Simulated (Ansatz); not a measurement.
A geometry of Co away from equilibrium: step 11 of the relaxation of a generated cell, Co built in the AFLOW prototype A_oC8_64_f (A11, as in Ga). Calculation: PBEsol (plane waves to 420 eV, PAW, scalar-relativistic; Ansatz, a program for electronic structure). Γ-centred k-mesh 10×10×9 on the run's cell (coarser than for final values), Fermi–Dirac smearing 0.05 eV.

```xyz
4
Lattice="1.7293 -3.7214 0.0000 1.7293 3.7214 0.0000 0.0000 0.0000 3.4502" Properties=species:S:1:pos:R:3 pbc="T T T"
Co     1.7293     1.0732     1.7251
Co     1.7293    -1.0732     1.7251
Co     1.7293    -2.6482     3.4502
Co     1.7293     2.6482     0.0000
```
Spin-polarised start, with parallel moments on Co.

Problem. Which atoms carry the largest force, and which way does it point?

Solution. 0.02 eV/Å, on Co1, Co2, Co3, Co4 (atoms numbered as listed); on Co1 its components are (0.00, -0.02, 0.00).

Problem. What is the pressure?

Solution. +5.3 GPa, compression positive.

Problem. How far above the relaxed end point is this geometry?

Solution. 0.02 eV/atom; the path ends in I4/mmm (No. 139).

Spin state reached: ferromagnetic (net 1.49 μB/atom), from parallel starting moments; other spin orders were not run from this start.

The run could not lose the symmetry of its start: the end is stationary, and may be a saddle point rather than a minimum.

The end of the path is a generated cell of Co: the first start was made by placing the elements on the sites of a structure type, and the end was not matched to a known phase here, so it may be hypothetical. Known forms of Co include space group No. 194.
